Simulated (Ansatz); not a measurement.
A change and its effect: CsH (Pm-3m)

```yaml
crystal:
  lattice:
    - [3.81841, 0.00000, 0.00000]
    - [0.00000, 3.81841, 0.00000]
    - [0.00000, 0.00000, 3.81841]
  atoms:
    - { symbol: Cs, position: [0.00000, 0.00000, 0.00000] }
    - { symbol: H, position: [0.50000, 0.50000, 0.50000] }
```

Computed, not measured; unless marked otherwise by r²SCAN, PAW on Ansatz 0.2.0's default frozen-core files (fitted under PBE), scalar-relativistic. k mesh 6×6×6, strains of ±0.005, fixed occupations, cutoff 500 eV. The cell was relaxed by PAW under this functional. The structure is one entry of a database and needn't be the stable phase.

With these settings the run gives C11 = 43.1, C44 = 5.8 GPa and B_V = 13.7 GPa (relaxed ions).

(1) The run is repeated in the same cell with basis.xc_grid from its default to 2. What moves, and by how much?

## Answers

(1) C11: -0.03 %; C44: +0.34 %; B_V: -0.01 %.

Known limits: frozen-core PAW files fitted under PBE, their cores solved anew for the functional of the run.
